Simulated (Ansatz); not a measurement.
CuAu₃:
```yaml
crystal:
  lattice:
    - [-2.00133, 2.00133, 4.03268]
    - [2.00133, -2.00133, 4.03268]
    - [2.00133, 2.00133, -4.03268]
  atoms:
    - { symbol: Cu, position: [0.00000, 0.00000, 0.00000] }
    - { symbol: Au, position: [0.75000, 0.25000, 0.50000] }
    - { symbol: Au, position: [0.25000, 0.75000, 0.50000] }
    - { symbol: Au, position: [0.50000, 0.50000, 0.00000] }
```

Relaxed with r²SCAN. Special points in fractions of this cell's reciprocal vectors: Γ (0.000, 0.000, 0.000); X (0.000, 0.000, 0.500); P (0.250, 0.250, 0.250); N (0.000, 0.500, 0.000); M (0.500, 0.500, -0.500); S (0.312, 0.688, -0.312); S0 (-0.312, 0.312, 0.312); R (-0.123, 0.123, 0.500); G (0.500, 0.500, -0.123).

Q: List the band energies nearest the Fermi level at these points for the program Ansatz at the r²SCAN with spin–orbit coupling level (PAW).

A: In eV from the Fermi level; about four levels below and three above (degenerate sets whole), none deeper than 8.9 eV; points with the same levels are listed once.

```csv
k,below,above
Γ,-1.61 -1.61 -1.33 -1.33,0.89 0.89 5.15 5.15
X,-0.59 -0.59 -0.04 -0.04,2.96 2.96 3.75 3.75
P,-0.29 -0.29 -0.15 -0.15,4.93 4.93 4.95 4.95
N,-1.80 -1.80 -1.71 -1.71,1.92 1.92 2.46 2.46
M,-1.36 -1.36 -1.25 -1.25,0.83 0.83 1.23 1.23
S,-1.23 -1.23 -1.05 -1.05,4.59 4.59 5.67 5.67
R,-1.28 -1.28 -0.39 -0.39,0.04 0.04 4.82 4.82
```

Space group I4/mmm. The workflow started from a Materials Project entry (that database holds measured and hypothetical structures alike); the Crystallography Open Database copy checked does not list it. COD files the formula under space group No. 221. Whether it is the stable phase at ambient conditions was not checked. The cell was relaxed with r²SCAN under the symmetry of its start; whether a distortion lowers the energy is not shown. No spin polarisation was allowed.

Potentials: the later of the program's two PAW sets.
